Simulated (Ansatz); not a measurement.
Ga2O3 (corundum)

```
CELL_PARAMETERS angstrom
      2.52887     1.46004     4.54110
     -2.52887     1.46004     4.54110
      0.00000    -2.92008     4.54110
ATOMIC_POSITIONS crystal
  Ga 0.85584 0.85584 0.85584
  Ga 0.64416 0.64416 0.64416
  Ga 0.14416 0.14416 0.14416
  Ga 0.35584 0.35584 0.35584
  O  0.05313 0.44687 0.75000
  O  0.75000 0.05313 0.44687
  O  0.44687 0.75000 0.05313
  O  0.94687 0.55313 0.25000
  O  0.25000 0.94687 0.55313
  O  0.55313 0.25000 0.94687
```

This relaxed cell (volume V₀) is scaled evenly in all directions, its shape held. The atoms relax within the cell's symmetry.

Method: PBE (plane waves to 420 eV, PAW, scalar-relativistic; Ansatz, a program for electronic structure). k mesh 8×8×8 (Γ-centred), Fermi-Dirac smearing 0.05 eV. Energies are smeared free energies. Ga2O3 was relaxed with its symmetry unable to fall. ΔE is measured from the relaxed starting cell.

```tsv
V/V₀	ΔE (meV/atom)
0.900	76.3
0.920	46.9
0.940	25.4
0.960	10.8
0.980	[?]
1.000	0.0
1.020	[?]
1.040	9.4
1.060	[?]
1.080	[?]
1.100	52.7
```

**Question.** Some entries are withheld; supply them.

**Answer.** 
- 0.980, ΔE (meV/atom): 2.6
- 1.020, ΔE (meV/atom): 2.4
- 1.060, ΔE (meV/atom): 20.3
- 1.080, ΔE (meV/atom): 34.9

(Under strain, the slope of the energy per volume gives the stress and its curvature an elastic modulus.)
